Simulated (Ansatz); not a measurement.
Input:

Al2O3:
Space group Pbcn (No. 60); a = 7.0181 Å, b = 4.7978 Å, c = 4.9388 Å, α = β = γ = 90.00°

```
atom  site  symmetry       x       y       z
----  ----  --------  ------  ------  ------
Al      8d         1  0.3907  0.2521  0.0310
O       8d         1  0.3459  0.1070  0.3980
O       4c       .2.  0.0000  0.0499  0.2500
```

This is the r²SCAN-relaxed structure.

All from r²SCAN in the plane-wave PAW code Ansatz, unless another level is named. Predict the HSE06 gap on the r²SCAN cell.

7.50 eV.

Give the electron effective mass.

0.38 mₑ (isotropic).

What about the hole effective mass?

0.44, 2.6, 5.9 mₑ (principal values).

Predict the band gap.

6.56 eV (direct).

Give the weight of the conduction-edge state by species (Voronoi cells).

O 58 %, Al 42 %.

The workflow started from a Materials Project entry (that database holds measured and hypothetical structures alike); the Crystallography Open Database copy checked does not list it. It is not the phase usual at ambient conditions (space group No. 167). The cell was relaxed with r²SCAN under the symmetry of its start; whether a distortion lowers the energy is not shown.

Potentials: the later of the program's two PAW sets.
